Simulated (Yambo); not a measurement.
BSE-type run in Yambo on MoF$_{6}$ (space group Im-3m, No. 229), at finite momentum (a q point of the mesh, 0.70 1/Å).

Quantum ESPRESSO step (PBEsol, PseudoDojo standard norm-conserving files, scalar-relativistic):
```
&CONTROL
  calculation = 'nscf'
  pseudo_dir = './pseudo'
  outdir = './out'
/
&SYSTEM
  ibrav = 0
  nat = 7
  ntyp = 2
  ecutwfc = 84.0
  ecutrho = 336.0
  occupations = 'fixed'
  force_symmorphic = .true.
  nbnd = 79
/
&ELECTRONS
  conv_thr = 7.000000000000001e-09
  diago_full_acc = .true.
  diago_thr_init = 1e-08
/
ATOMIC_SPECIES
F 18.9984 F.upf
Mo 95.9500 Mo.upf
CELL_PARAMETERS angstrom
 -3.167345000000   3.167345000000   3.167345000000
  3.167345000000  -3.167345000000   3.167345000000
  3.167345000000   3.167345000000  -3.167345000000
ATOMIC_POSITIONS crystal
F   0.710670000000   0.710670000000   0.000000000000
F   0.289330000000   0.289330000000   0.000000000000
F   0.000000000000   0.710670000000   0.710670000000
F  -0.000000000000   0.289330000000   0.289330000000
F   0.710670000000   0.000000000000   0.710670000000
F   0.289330000000   0.000000000000   0.289330000000
Mo   0.000000000000   0.000000000000   0.000000000000
K_POINTS automatic
6 6 6 0 0 0
```

Yambo input:
```
rim_cut
optics
bse
bss
dipoles
em1s
RandQpts= 1000000
RandGvec= 1 Ry
FFTGvecs= 40 Ry
Chimod= "HARTREE"
BSKmod= "SEX"
BSEmod= "resonant"
BSSmod= "hs"
BSENGexx= 15 Ry
BSENGBlk= 3 Ry
% KfnQP_E
 4.35 | 1.0 | 1.0 |
%
% BSEQptR
 4 | 4 |
%
% BSEBands
 23 | 31 |
%
% BEnRange
 0.0 | 13.7 | eV
%
% BDmRange
 0.15 | 0.15 | eV
%
BEnSteps= 274
% BLongDir
 1.0 | 0.0 | 0.0 |
%
BSHayTrs= -0.02
BSSNEig= 24
WRbsWF
% BndsRnXs
 2 | 75 |
%
NGsBlkXs= 3 Ry
% LongDrXs
 1.0 | 1.0 | 1.0 |
%
```

From the report:

The dimension is k points × valence × conduction bands = 216 × 6 × 3 = 3888.
```
   [SLEPC] Approach                          : Krylov-Schur
   [SLEPC] Number of requested eigenvalues   :  24
   [SLEPC] Number of eigenvalues        [NEV]:  24
    [K] Dimension                                    :   3888
    [K] Bands                                        :  23  31
    [K] Exchange res                                 : yes
    [K] Correlation res                              : yes
    [K] W interaction is bare                        : no
    [K] RL vectors exchange                          :   935
    [K] RL vectors correlation                       :   87
    [W] Matrix size                                  :   87
    [W] Bands                                        :    2   75
    [W] Coulomb Cutoff                               : none
    [W] Hxc Kernel                                   : HARTREE
```

Spin-orbit coupling is not included.

Geometry of the Materials Project entry, not relaxed at this level.

The structure is a Materials Project entry; no match was found in the copy of COD used, and its stability was not checked.
